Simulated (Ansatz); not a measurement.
SnO2 (rutile)

```
CELL_PARAMETERS angstrom
      4.82756     0.00000     0.00000
      0.00000     4.82756     0.00000
      0.00000     0.00000     3.23791
ATOMIC_POSITIONS crystal
  Sn 0.00000 0.00000 0.00000
  Sn 0.50000 0.50000 0.50000
  O  0.30660 0.30660 0.00000
  O  0.80660 0.19340 0.50000
  O  0.19340 0.80660 0.50000
  O  0.69340 0.69340 0.00000
```

The slice is a (010) plane (indices of the conventional cell) through the point (0.000, 0.000, 0.000) (fractional), spanned by u = [001] and v = [100] in vectors of this cell: u (3.24 Å) and v (4.83 Å, at 90° to u). It covers one period; positions are fractions (u, v).

Calculation: PBE (plane waves to 420 eV, PAW, scalar-relativistic; Ansatz, a program for electronic structure). k mesh 7×7×10. Near the nuclei the fields are pseudised (PAW); where an atom keeps semicore shells as valence, they peak there. SnO2 was relaxed with its symmetry unable to fall. The PAW data are Ansatz's earlier set.

### Question
Sketch the electrostatic potential energy of an electron, from the cell's mean on this plane as a map.

### Answer
| v \ u | 0.00 | 0.12 | 0.25 | 0.38 | 0.50 | 0.62 | 0.75 | 0.88 |
|---|---|---|---|---|---|---|---|---|
| 0.88 | x | x | <1.0 | 2.4 | 4.5 | 2.4 | <1.0 | x |
| 0.75 | <1.0 | 1.3 | 4.9 | 7.0 | 7.1 | 7.0 | 4.9 | 1.3 |
| 0.62 | 8.0 | 8.3 | 8.8 | 9.2 | 9.4 | 9.2 | 8.8 | 8.3 |
| 0.50 | 9.4 | 9.4 | 9.4 | 9.4 | 9.4 | 9.4 | 9.4 | 9.4 |
| 0.38 | 8.0 | 8.3 | 8.8 | 9.2 | 9.4 | 9.2 | 8.8 | 8.3 |
| 0.25 | <1.0 | 1.3 | 4.9 | 7.0 | 7.1 | 7.0 | 4.9 | 1.3 |
| 0.12 | x | x | <1.0 | 2.4 | 4.5 | 2.4 | <1.0 | x |
| 0.00 | x | x | x | <1.0 | 3.8 | <1.0 | x | x |

Values: electrostatic potential energy of an electron, from the cell's mean, in eV. Points within 0.9 Å of a nucleus are blanked (x), as the pseudised field means little there. Values under 1 eV are set to 1. The zero, the cell's mean, hangs on the PAW cores.
